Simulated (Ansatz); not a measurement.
Clean, relaxed (001) surface of Au, space group P6_3/mmc (No. 194) (top face towards +c; atoms held fixed, by place in the list: 1, 2):

```yaml
crystal:
  lattice:
    - [2.86519, 0.00000, 0.00000]
    - [-1.43260, 2.48133, 0.00000]
    - [0.00000, 0.00000, 26.58116]
  atoms:
    - { symbol: Au, position: [0.33333, 0.66667, 0.31978] }
    - { symbol: Au, position: [0.66667, 0.33333, 0.40989] }
    - { symbol: Au, position: [0.33333, 0.66667, 0.49989] }
    - { symbol: Au, position: [0.66667, 0.33333, 0.58996] }
    - { symbol: Au, position: [0.33333, 0.66667, 0.68151] }
```

Method: DFT PBEsol, scalar-relativistic, plane waves, PAW (Ansatz 0.2.0). Settings: cutoff 420 eV, Γ-centred mesh 12×12×1 on the computed 5-atom cell, Gaussian smearing of 0.10 eV; no spin polarisation. The cell repeats along c with a dipole correction in the vacuum.

CH is put at the top (Au) at (0.33, 0.67) site, one adsorbate per 7.1 Å², and relaxed. The adsorption energy is E(slab + adsorbate) − E(slab) − E(free adsorbate, spin-polarised where open-shell). Heights count from the highest slab atom after relaxation. Bonded neighbours lie within 1.25 times the sum of covalent radii (1.35 for H) and, on that scale, within 12 % of the closest. With the adsorbate the cell is lengthened along c to keep the vacuum.

(1) How strongly does it bind, and where does its anchoring atom end?

(2) How high does its anchoring atom sit over the highest slab atom, and what is the shortest contact with the surface?

(3) The clean face has a work function of 5.37 eV. How does the adsorbate change it?

(4) Does the adsorbate stay in one piece?

Each end is the local minimum or symmetric point that its start leads to. This isn't the usual crystal structure of Au.

The adsorbed runs have no spin polarisation, so weakly bound open-shell ends lie too high.

Answers

(1) -2.88 eV; at (0.33, 0.67), 1 bonded neighbour (Au).

(2) 1.98 Å; C–Au 1.98 Å.

(3) By -1.93 eV.

(4) Yes.